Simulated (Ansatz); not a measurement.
Al3GaAs4:
Space group P-4m2 (No. 115); a = b = 4.0124 Å, c = 11.3298 Å, α = β = γ = 90.00°

| atom | site | symmetry | x | y | z |
|---|---|---|---|---|---|
| Ga | 1a | -4m2 | 0.0000 | 0.0000 | 0.0000 |
| As | 2g | 2mm. | 0.5000 | 0.0000 | 0.1249 |
| Al | 2f | 2mm. | 0.5000 | 0.5000 | 0.2497 |
| As | 2g | 2mm. | 0.0000 | 0.5000 | 0.3748 |
| Al | 1d | -4m2 | 0.0000 | 0.0000 | 0.5000 |

Relaxed with PBEsol.

**Question.** Give the optical modes at the zone centre with their infrared activity from DFPT, the program Ansatz at the PBEsol level (PAW).

**Answer.** Transverse frequencies, without the LO–TO term; a row sums one degenerate level.

```csv
ω (cm⁻¹),degeneracy,IR ((D/Å)²/amu),activity,symmetry
71,2,0.04,IR,E
80,2,0.01,IR-inactive,E
89,2,0.01,IR-inactive,E
135,1,0.05,IR,B2
147,1,0.00,IR-inactive,A1
211,1,0.00,IR-inactive,A1
246,2,3.99,IR,E
259,1,2.97,IR,B2
329,2,0.00,IR-inactive,E
337,2,1.68,IR,E
352,2,31.42,IR,E
360,1,16.39,IR,B2
383,1,0.03,IR,B2
385,1,0.00,IR-inactive,A1
```

**Question.** How high does the top mode go among those that the LO–TO term moves?

**Answer.** 378 cm⁻¹ for q along x, 378 cm⁻¹ for q along y, 387 cm⁻¹ for q along z.

The start of the workflow was typed in or built on a structure type; neither database checked (COD, Materials Project) lists it. Whether it is the stable phase at ambient conditions was not checked. The cell was relaxed with PBEsol under the symmetry of its start; its stability against distortions is not shown here.

Potentials: the earlier of the program's two PAW sets. The files were generated under PBE; for other functionals the program regenerates the frozen cores, and for LDA and PBEsol the local potential too.
